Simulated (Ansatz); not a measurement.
**Compressing Ti2SnC: a fit and a missing row**

Ti2SnC, P6_3/mmc, a = 3.140 Å, c = 13.629 Å. The structure is a Materials Project entry; whether it is the stable form wasn't checked. Ansatz: PBEsol, PAW, 420 eV, Γ-centred 12×12×4 mesh on 8 atoms, Gaussian smearing 0.10 eV; no spin polarisation. Shape and atoms are relaxed at each volume; pressure is positive in compression.

```tsv
V (Å³/atom)	P (GPa)
12.797	?
13.234	17.32
13.670	10.56
14.106	4.83
14.543	-0.02
14.979	-4.09
15.415	-7.49
15.997	-11.10
```

Question: Take V0 = 14.543 Å³/atom, count pressures from its P0 = -0.02 GPa, fit the third-order Birch–Murnaghan form to the other rows, and predict the missing pressure.

Answer: With the Eulerian strain f = ½[(V0/V)^(2/3) − 1] and y = (P − P0)/[3f(1 + 2f)^(5/2)], the form is the line y = B0 + 1.5 B0 (B0′ − 4) f. Rows (f, y): 0.03245, 152.2; 0.02107, 151.0; 0.01027, 149.6; -0.00975, 146.2; -0.01904, 144.1; -0.03078, 140.6. Means f = 0.0007033, y = 147.28; Σ(Δf)² = 0.003004, ΣΔfΔy = 0.5385; the slope is their ratio. y = 147.2 + 179.2 f GPa, so B0 = 147.2 GPa and B0′ = 4 + 2 × (179.2)/(3 × 147.2) = 4.81. At V = 12.797, f = 0.04450, y = 155.17 and P = 25.62 GPa. The run gave 25.31 GPa, so the fit is 0.31 GPa too high, 0.85 % of the span of the series, against an rms of 0.05 GPa on the fitted rows. The row lies outside the fitted range. The points of y bend away from a line: a fourth-order term fitted to them gives P = 25.20 GPa at this row's volume (the line 25.62, the run 25.31).